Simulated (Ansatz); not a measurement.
**Equation of state of Ti**

```yaml
crystal:
  lattice:
    - [2.93573, 0.00000, 0.00000]
    - [-1.46787, 2.54242, 0.00000]
    - [0.00000, 0.00000, 4.64086]
  atoms:
    - { symbol: Ti, position: [0.33333, 0.66667, 0.25000] }
    - { symbol: Ti, position: [0.66667, 0.33333, 0.75000] }
```

The cell is the one relaxed in the Materials Project (mp-46), not relaxed further here; entries there can be hypothetical.

Levels of theory: DFT, LDA, all-electron LAPW, scalar-relativistic (Ansatz 0.2.0); DFT, LDA, PAW with Ansatz's default frozen-core files, scalar-relativistic (Ansatz 0.2.0).

For LAPW: a Γ-centred 13×13×7 k mesh, Fermi–Dirac smearing of 0.05 eV, basis error target 0.25 meV/atom, no spin polarisation. PAW takes a cutoff of 420 eV at this cell (files made with PBE, cores remade for this functional). The Ansatz runs share mesh, smearing and spin set-up. Plane-wave (PAW) pressures include the program's estimate of the Pulay term.

The cell above is scaled evenly, with fractional coordinates and shape held.

| V/V(cell) | V (Å³/atom) | P, LAPW (GPa) | P, PAW (GPa) | free energy over the lowest listed, PAW (meV/atom) |
| --- | --- | --- | --- | --- |
| 0.9500 | 16.453 | -2.57 | -2.58 | 0.0 |
| 0.9750 | 16.886 | -5.49 | -5.50 | 11.0 |
| 1.0000 | 17.319 | -8.08 | -8.09 | 29.4 |
| 1.0250 | 17.752 | -10.37 | -10.37 | 54.5 |
| 1.0500 | 18.185 | -12.39 | -12.39 | 85.3 |
